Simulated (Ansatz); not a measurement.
## Se3Br at several levels of theory

One geometry, relaxed with PBE+D3(BJ), and single points on it; plane waves with PAW potentials in Ansatz, scalar-relativistic unless the row names spin-orbit coupling. No spin polarisation. Meshes are on the primitive cell of 4 atoms. Gaps are the least over mesh and band path; pressure is positive in compression. Smearing is Gaussian, 0.10 eV. Rows that don't name D3 lack it, which shows in their pressure.

```
Se Br
1.0
    -1.88605    1.88605    7.15267
     1.88605   -1.88605    7.15267
     1.88605    1.88605   -7.15267
Se Br
3 1
Direct
  0.25000 0.75000 0.50000
  0.75000 0.25000 0.50000
  0.50000 0.50000 0.00000
  0.00000 0.00000 0.00000
```

```
     level cutoff (eV) k mesh gap (eV) pressure (GPa) rough cost with bands (core-min)
PBE+D3(BJ)          420  16×16×16         0             0.0                                 6
```

What does PBEsol give on the same cell?

```csv
level,cutoff (eV),k mesh,gap (eV),pressure (GPa),rough cost with bands (core-min)
PBEsol,420,16×16×16,0,-0.8,5
```

Spin polarisation was left out, and a magnetic state may lie lower.